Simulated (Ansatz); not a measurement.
# Property card of a SrPb sheet

It was reached by relaxing an invented guess, and it needn't be the stable form of this composition.

Level of theory: Ansatz 0.2.0, DFT PBE, scalar-relativistic, plane waves, PAW. Plane waves to 420 eV, a k mesh through Γ of 12×12×1 on the computed 2-atom cell and Gaussian smearing (0.10 eV); no spin polarisation.

This is a two-dimensional sheet: the third axis spans vacuum and isn't periodic.

```yaml
crystal:
  periodic: [true, true, false]
  lattice:
    - [5.73538, 0.00000, 0.00000]
    - [-2.86769, 4.96699, 0.00000]
    - [0.00000, 0.00000, 23.80000]
  atoms:
    - { symbol: Sr, position: [0.33333, 0.66667, 0.29412] }
    - { symbol: Pb, position: [0.00000, 0.00000, 0.29412] }
```

The zero of energy is the elements' standard structures at the same level; no fitted shifts are applied.

| Item | Value |
| --- | --- |
| Layer group | p-6m2 (No. 78) |
| In-plane cell | a = 5.735 Å, b = 5.735 Å, γ = 120.0° |
| Area per atom | 14.24 Å² |
| Thickness between the outermost nuclei | 0.00 Å |
| Formation energy | +0.77 eV/atom |
| Band gap over mesh and path | none (metal or semimetal) |
| Density of states at the Fermi level | 16.6 states/eV per cell |
| Löwdin character within 0.5 eV of the Fermi level | Pb 6p 91 %, unprojected 7 % |
| Bader charges (e) | Sr1 1.21, Pb2 -1.21 |

Levels along Γ–M–K–Γ, in eV from the Fermi level, sorted by energy at each point. Points in fractions of the primitive reciprocal vectors: Γ (0.000 0.000 0.000), M (0.500 0.000 0.000), K (0.333 0.333 0.000).
```csv
point,"k (1/Å, with 2π)",band 10,band 11,band 12,band 13,band 14,band 15
Γ,0.000,-7.89,-0.18,-0.18,-0.12,1.21,2.99
-,0.090,-7.88,-0.27,-0.16,-0.12,1.31,3.04
-,0.181,-7.86,-0.48,-0.11,-0.10,1.53,2.98
-,0.271,-7.81,-0.70,-0.07,-0.04,1.76,2.91
-,0.361,-7.77,-0.90,-0.03,0.05,1.96,2.84
-,0.452,-7.73,-1.04,0.01,0.14,2.07,2.75
-,0.542,-7.70,-1.13,0.04,0.20,2.06,2.69
M,0.632,-7.69,-1.16,0.05,0.23,2.04,2.67
-,0.685,-7.69,-1.15,0.05,0.20,2.06,2.63
-,0.737,-7.68,-1.12,0.06,0.13,2.11,2.55
-,0.789,-7.68,-1.08,0.02,0.06,2.19,2.47
-,0.841,-7.67,-1.04,-0.10,0.07,2.27,2.40
-,0.893,-7.67,-0.99,-0.20,0.08,2.34,2.35
-,0.946,-7.66,-0.95,-0.28,0.09,2.32,2.41
K,0.998,-7.66,-0.94,-0.30,0.09,2.31,2.45
-,1.102,-7.67,-0.97,-0.22,0.08,2.35,2.37
-,1.206,-7.70,-0.99,-0.09,0.05,2.27,2.48
-,1.311,-7.74,-0.93,-0.02,0.00,2.11,2.65
-,1.415,-7.79,-0.78,-0.05,-0.03,1.88,2.83
-,1.519,-7.84,-0.54,-0.10,-0.09,1.60,2.95
-,1.624,-7.88,-0.30,-0.15,-0.12,1.34,3.03
Γ,1.728,-7.89,-0.18,-0.18,-0.12,1.21,2.99
```

The last run used a 12×12×1 mesh for its 2-atom cell and Gaussian smearing of 0.10 eV. Spin–orbit coupling, which can matter for Pb, is left out. The cell is a metal run without spin; a magnetic state may lie lower.
